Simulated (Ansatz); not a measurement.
Input file for Ansatz (an electronic-structure program):

Ansatz 0.2 input:
```yaml
crystal:
  lattice:
    - [4.0875692826, 0.0, 0.0]
    - [-2.0437846413, 3.5399388385, 0.0]
    - [0.0, 0.0, 5.5722107051]
  atoms:
    - { symbol: Sb, position: [0.3333333333, 0.6666666667, 0.25] }
    - { symbol: Sb, position: [0.6666666667, 0.3333333333, 0.75] }
    - { symbol: Pd, position: [0.0, 0.0, 0.0] }
    - { symbol: Pd, position: [0.0, 0.0, 0.5] }
kpoints:
  mp_grid: { grid: [24, 24, 16] }
hamiltonian:
  xc: pbesol
  pseudopotentials: { kind: paw }
scf:
  occupations: { method: fermi_dirac, width: 0.1 }
elastic: { mode: relaxed_ion, stencil: two_point, amplitude: 0.005, f_tol: 0.0005 }
```

Output (shortened):

```
Pseudopotential: Sb, paw, valence charge 15
Pseudopotential: Pd, paw, valence charge 18
Functional definition: PBEsol
Crystal: 4 atoms, lattice volume = 80.628 Å³
Basis set: ecut = 420 eV, 1579 PW (Γ), exchange–correlation on 60×60×80 points (8 copies of the dense FFT grid, shifted against one another)
Bands: 40, of which v1, the nominal top of the filled ones, is band 33 counted from 1 (32 counted from 0)
Symmetry: 24 space group operations
Space group: P63/mmc (ITA 194), of the structure as read, at distance tolerance 4.3e-5 Å
k-points: 549 of 9216
SCF 1 converged in 9 iterations: F = -26631.324383 eV  dr2 = 3.81e-14
Crystal: 4 atoms, lattice volume = 80.225 Å³
Symmetry: 8 space group operations
k-points: 1413 of 9216
SCF 2 converged in 10 iterations: F = -26631.322855 eV  dr2 = 3.79e-14
relax step   1: F+E_penalty+E_count = -26631.32285485 eV  Δ(F+E_penalty+E_count) = +0.000e0 eV  max|allowed force component| = 3.548e-2 eV/Å  Δτ_max = 0.0000 Å  (10 SCF iters, accepted)
Crystal: 4 atoms, lattice volume = 80.225 Å³
SCF 3 converged in 9 iterations: F = -26631.322980 eV  dr2 = 1.81e-14
relax step   2: F+E_penalty+E_count = -26631.32298017 eV  Δ(F+E_penalty+E_count) = -1.253e-4 eV  max|allowed force component| = 1.881e-2 eV/Å  Δτ_max = 0.0074 Å  (9 SCF iters, accepted)
Crystal: 4 atoms, lattice volume = 80.225 Å³
SCF 4 converged in 9 iterations: F = -26631.323028 eV  dr2 = 1.46e-14
relax step   3: F+E_penalty+E_count = -26631.32302839 eV  Δ(F+E_penalty+E_count) = -4.822e-5 eV  max|allowed force component| = 1.041e-4 eV/Å  Δτ_max = 0.0026 Å  (9 SCF iters, accepted)
Crystal: 4 atoms, lattice volume = 80.225 Å³
SCF 5 converged in 9 iterations: F = -26631.323028 eV  dr2 = 2.17e-17
Crystal: 4 atoms, lattice volume = 81.032 Å³
Basis set: ecut = 420 eV, 1587 PW (Γ), exchange–correlation on 60×60×80 points (8 copies of the dense FFT grid, shifted against one another)
SCF 6 converged in 11 iterations: F = -26631.323621 eV  dr2 = 2.37e-15
relax step   1: F+E_penalty+E_count = -26631.32362063 eV  Δ(F+E_penalty+E_count) = +0.000e0 eV  max|allowed force component| = 3.350e-2 eV/Å  Δτ_max = 0.0000 Å  (11 SCF iters, accepted)
Crystal: 4 atoms, lattice volume = 81.032 Å³
SCF 7 converged in 8 iterations: F = -26631.323781 eV  dr2 = 1.46e-14
relax step   2: F+E_penalty+E_count = -26631.32378061 eV  Δ(F+E_penalty+E_count) = -1.600e-4 eV  max|allowed force component| = 1.548e-3 eV/Å  Δτ_max = 0.0046 Å  (8 SCF iters, accepted)
Crystal: 4 atoms, lattice volume = 81.032 Å³
SCF 8 converged in 6 iterations: F = -26631.323781 eV  dr2 = 1.07e-14
relax step   3: F+E_penalty+E_count = -26631.32378095 eV  Δ(F+E_penalty+E_count) = -3.448e-7 eV  max|allowed force component| = 8.664e-6 eV/Å  Δτ_max = 0.0002 Å  (6 SCF iters, accepted)
Crystal: 4 atoms, lattice volume = 81.032 Å³
SCF 9 converged in 6 iterations: F = -26631.323781 eV  dr2 = 2.85e-14
Crystal: 4 atoms, lattice volume = 80.225 Å³
Basis set: ecut = 420 eV, 1567 PW (Γ), exchange–correlation on 60×60×80 points (8 copies of the dense FFT grid, shifted against one another)
SCF 10 converged in 9 iterations: F = -26631.323106 eV  dr2 = 2.13e-16
Crystal: 4 atoms, lattice volume = 81.032 Å³
Basis set: ecut = 420 eV, 1591 PW (Γ), exchange–correlation on 60×60×80 points (8 copies of the dense FFT grid, shifted against one another)
SCF 11 converged in 6 iterations: F = -26631.323357 eV  dr2 = 5.86e-14
Crystal: 4 atoms, lattice volume = 80.628 Å³
Basis set: ecut = 420 eV, 1581 PW (Γ), exchange–correlation on 60×60×80 points (8 copies of the dense FFT grid, shifted against one another)
Symmetry: 4 space group operations
k-points: 2414 of 9216
SCF 12 converged in 10 iterations: F = -26631.324093 eV  dr2 = 2.53e-15
relax step   1: F+E_penalty+E_count = -26631.32409318 eV  Δ(F+E_penalty+E_count) = +0.000e0 eV  max|allowed force component| = 3.544e-4 eV/Å  Δτ_max = 0.0000 Å  (10 SCF iters, accepted)
Crystal: 4 atoms, lattice volume = 80.628 Å³
SCF 13 converged in 6 iterations: F = -26631.324093 eV  dr2 = 5.34e-14
Crystal: 4 atoms, lattice volume = 80.628 Å³
SCF 14 converged in 10 iterations: F = -26631.324093 eV  dr2 = 2.56e-15
relax step   1: F+E_penalty+E_count = -26631.32409318 eV  Δ(F+E_penalty+E_count) = +0.000e0 eV  max|allowed force component| = 3.544e-4 eV/Å  Δτ_max = 0.0000 Å  (10 SCF iters, accepted)
Crystal: 4 atoms, lattice volume = 80.628 Å³
SCF 15 converged in 6 iterations: F = -26631.324093 eV  dr2 = 5.32e-14
SCF converged after 9 iterations
Free energy (F): -26631.324383 eV
Harris-Foulkes:  -26631.324383 eV  (|F-HF|=7.28e-12)
Internal energy: -26631.264053 eV  (E = F + TS)
E sigma→0 (E₀):  -26631.294218 eV
Entropy (-TS):   -0.060330 eV (-15.083 meV/atom)
Fermi energy:    15.195982 eV
--- Per-component energies (eV) ---
  E_band       = -656.674772
  E_kinetic    = 1447.592067
  E_local      = -7312.351583  (includes V_loc(G=0)·N_el)
  E_nonlocal   = 1169.137412
  E_hartree    = 3155.999145
  E_xc         = -612.726658
  E_vxc        = -618.917869  (∫ρ·V_xc dr)
  E_paw        = -16372.973901  (= ΣΔE_a)
  E_vpaw       = -1654.133469  (= ΣTr[D̂ρ^β])
  E_aug_tail   = 0.000388  (compensation charges beyond the density's cutoff)
  E_ewald      = -8107.209683
  E_core_change = 1.268762  (= ΣΔE_core)
  E_smearing   = -0.060330  (= −TS)
  E_closure    = 0.000000  (closes the sum)
  Σ components = -26631.324383   (vs F -26631.324383, Δ=0.00e0)
--- Forces (eV/Å), atoms counted from 1 ---
  atom   1  Sb     0.00000000     0.00000000     0.00000000
  atom   2  Sb     0.00000000     0.00000000     0.00000000
  atom   3  Pd     0.00000000     0.00000000     0.00000000
  atom   4  Pd     0.00000000     0.00000000     0.00000000
  max |Σ_I F_I| component: 9.25e-18 eV/Å
--- Stress (GPa, compression-positive) ---
        0.146542       0.000000       0.000000
        0.000000       0.146542       0.000000
        0.000000       0.000000       0.044166
  P = ⅓ Tr σ = 0.1124 GPa (1.124 kbar)
--- Band table (eV; the first three rows and the last of 549) ---
  k-point 0: bands = ["-69.6434", "-69.6275", "-35.4946", "-35.4262", "-35.4262", "-35.4070", "-35.4070", "-35.2977", "-14.0057", "-14.0057", "-13.9840", "-13.9816", "-13.9816", "-13.9807", "-13.9767", "-13.9767", "-13.9716", "-13.9716", "3.0428", "6.4421", …
  k-point 1: bands = ["-69.6432", "-69.6276", "-35.4927", "-35.4260", "-35.4260", "-35.4072", "-35.4072", "-35.2996", "-14.0054", "-14.0054", "-13.9840", "-13.9818", "-13.9818", "-13.9807", "-13.9767", "-13.9767", "-13.9717", "-13.9717", "3.0613", "6.3526", …
  k-point 2: bands = ["-69.6427", "-69.6281", "-35.4872", "-35.4255", "-35.4255", "-35.4077", "-35.4077", "-35.3053", "-14.0047", "-14.0047", "-13.9839", "-13.9823", "-13.9823", "-13.9808", "-13.9766", "-13.9766", "-13.9721", "-13.9721", "3.1168", "6.1205", …
  k-point 548: bands = ["-69.6353", "-69.6353", "-35.4186", "-35.4186", "-35.4180", "-35.4180", "-35.3964", "-35.3964", "-13.9969", "-13.9969", "-13.9905", "-13.9905", "-13.9747", "-13.9747", "-13.9734", "-13.9734", "-13.9696", "-13.9696", "5.4914", "5.4914", …
--- Elastic constants: 3 strain directions × 2 members + reference (group order 24) ---
  dense FFT box of the reference and of every strained cell: 30×30×40
  strains applied: 11, 33, 23; error gains …
  C = ∂σ_k/∂η_j (tension-positive GPa; Voigt order 11 22 33 23 13 12):
       155.625    115.744     93.672      0.000      0.000      0.000
       115.744    155.625     93.672      0.000      0.000      0.000
        93.569     93.569    183.007      0.000      0.000      0.000
         0.000      0.000      0.000     46.004      0.000      0.000
         0.000      0.000      0.000      0.000     46.004      0.000
         0.000      0.000      0.000      0.000      0.000     19.940
  reference stress σ⁰ (GPa):     -0.147     -0.147     -0.044      0.000      0.000      0.000
  moduli (Voigt/Reuss/Hill, GPa): K = 122.25/122.22/122.24   G = 35.14/30.01/32.58   E = 89.76   ν = 0.378
  mechanically stable: yes (min eigenvalue of sym C = 19.94 GPa)
  strain η (Voigt 11):  stress-route row diagonal C_11 = 155.62 GPa, energy-path curvature d²(F+E_count+ΔE)/dδ²/Ω₀ = 155.63 GPa
         δ    σ_11 (GPa)             F (eV)   n_scf  n_hpsi   n_pw
    -5.000e-3      -0.9325      -26631.3230284       9  879333   1588   relax 3 steps, max|allowed force component| 1.04e-4 eV/Å
     5.000e-3       0.6237      -26631.3237810       6  822446   1604   relax 3 steps, max|allowed force component| 8.66e-6 eV/Å
  strain η (Voigt 33):  stress-route row diagonal C_33 = 183.01 GPa, energy-path curvature d²(F+E_count+ΔE)/dδ²/Ω₀ = 182.99 GPa
         δ    σ_33 (GPa)             F (eV)   n_scf  n_hpsi   n_pw
    -5.000e-3      -0.9770      -26631.3231064       9  416930   1588   relax 0 steps, max|allowed force component| 3.70e-17 eV/Å
     5.000e-3       0.8531      -26631.3233574       6  316978   1604   relax 0 steps, max|allowed force component| 1.18e-16 eV/Å
  strain η (Voigt 23):  stress-route row diagonal C_44 = 46.00 GPa, energy-path curvature d²(F+E_count+ΔE)/dδ²/Ω₀ = 46.06 GPa
         δ    σ_23 (GPa)             F (eV)   n_scf  n_hpsi   n_pw
    -5.000e-3      -0.2300      -26631.3240932       6  1398696   1594   relax 1 steps, max|allowed force component| 3.54e-4 eV/Å
     5.000e-3       0.2300      -26631.3240932       6  1398870   1594   relax 1 steps, max|allowed force component| 3.54e-4 eV/Å
```

Cost: roughly 40 core-minutes on shared cores.

Space group P6_3/mmc (NiAs type). The workflow started from a Materials Project entry (that database holds measured and hypothetical structures alike); the Crystallography Open Database files this formula in space group No. 194, but the cells were not matched. Its standing as an ambient phase is unchecked. The PBEsol relaxation kept the symmetry of its start; whether a distortion lowers the energy is not shown. No spin polarisation was allowed. As this level gives no gap, shear constants depend on the k-mesh and smearing (Fermi–Dirac, 0.1 eV here). Spin–orbit coupling is left out wherever it is not named.

Potentials: the later of the program's two PAW sets.

Ansatz is a plane-wave DFT program.
